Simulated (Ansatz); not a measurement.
GaCo:
```xyz
2
Lattice="2.8400 0.0000 0.0000 0.0000 2.8400 0.0000 0.0000 0.0000 2.8400" Properties=species:S:1:pos:R:3 pbc="T T T"
Co     0.0000     0.0000     0.0000
Ga     1.4200     1.4200     1.4200
```

Relaxed with PBEsol. Special points in fractions of this cell's reciprocal vectors: Γ (0.000, 0.000, 0.000); X (0.000, 0.500, 0.000); M (0.500, 0.500, 0.000); R (0.500, 0.500, 0.500).

**Question.** List the band energies nearest the Fermi level at these points for DFT-PBEsol in the program Ansatz with PAW potentials.

**Answer.** In eV from the Fermi level; about four levels below and three above (degenerate sets whole), none deeper than 8.9 eV; points with the same levels are listed once.

| k | below | above |
|---|---|---|
| Γ | -2.75 -2.75 -0.78 -0.78 -0.78 | 5.26 5.26 5.26 |
| X | -2.52 -1.87 -1.87 -0.78 | 0.09 10.96 10.96 |
| M | -2.64 -1.30 -1.30 -0.28 | 2.46 3.28 11.86 |
| R | -4.35 -4.35 -4.35 -0.24 -0.24 | 0.85 3.85 3.85 3.85 |

Space group Pm-3m (CsCl type). Symmetry was held in the PBEsol relaxation; of distortions, only those at the zone centre were tested. The workflow began spin-polarised and lost its moments. Scalar-relativistic: spin–orbit coupling is off unless named, which matters more the heavier the elements.

Potentials: the later of the program's two PAW sets.
